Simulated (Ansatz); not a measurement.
## Calculated quadrupolar parameters for C

The cell is a COD entry (perhaps calculated rather than measured), ions relaxed with PBE at fixed cell.

```xyz
16
Lattice="2.5221 0.0000 0.0000 -1.2611 2.1842 0.0000 0.0000 0.0000 16.4743" Properties=species:S:1:pos:R:3 pbc="T T T"
C     0.0000    0.0000    0.7697
C     0.0000    0.0000    9.0069
C     0.0000    0.0000    7.4674
C     0.0000    0.0000   15.7046
C     0.0000    1.4561    1.2827
C     1.2611    0.7281    9.5198
C     0.0000    1.4561    6.9545
C     1.2611    0.7281   15.1916
C     0.0000    1.4561    2.8208
C     1.2611    0.7281   11.0580
C     0.0000    1.4561    5.4163
C     1.2611    0.7281   13.6535
C     0.0000    1.4561   13.1370
C     1.2611    0.7281    4.8999
C     0.0000    1.4561   11.5744
C     1.2611    0.7281    3.3373
```

Atom numbers follow the list; atoms alike are taken as one site, whose name carries the number of the first.

The numbers come from a DFT calculation in Ansatz (PBE, plane waves and PAW, scalar-relativistic, 420 eV cutoff, Γ-centred 15×15×2 k-points, Fermi–Dirac smearing 0.05 eV).

Conventions: |V_zz| ≥ |V_yy| ≥ |V_xx|, η = (V_xx − V_yy)/V_zz, C_Q = eQV_zz/h.

Problem. Give the quadrupolar parameters of the distinct sites.

Solution. 

| site | atoms (order as listed) | first shell | V_zz (10²¹ V/m²) | η | C_Q (MHz) |
| --- | --- | --- | --- | --- | --- |
| C1 | 1, 2, 3, 4 | 4 C at 1.54 Å | -0.042 | 0.00 | – |
| C5 | 5, 6, 7, 8 | 4 C at 1.54 Å | -0.030 | 0.00 | – |
| C9 | 9, 10, 11, 12 | 4 C at 1.54–1.55 Å | -0.052 | 0.00 | – |
| C13 | 13, 14, 15, 16 | 4 C at 1.55–1.56 Å | 0.22 | 0.00 | – |

An axis of threefold or higher order runs through C1, C5, C9 and C13, so V_zz lies along it and η is zero.

C has no stable isotope with a ground-state quadrupole moment in the table, so no C_Q is given.

At this cell the principal stresses reach 6 GPa in size with PBE, which can matter for small gradients.

The relaxation (4 steps) took 37 s of wall time (37 s of CPU time) and 0.53 GiB at its peak, on 1 thread of Intel Xeon Platinum 8375C CPU @ 2.90GHz (Ice Lake) (x86_64; 16 cores open to the job, memory cap 2.5 GiB, no GPU), a shared host with a load of 0.3 a core.
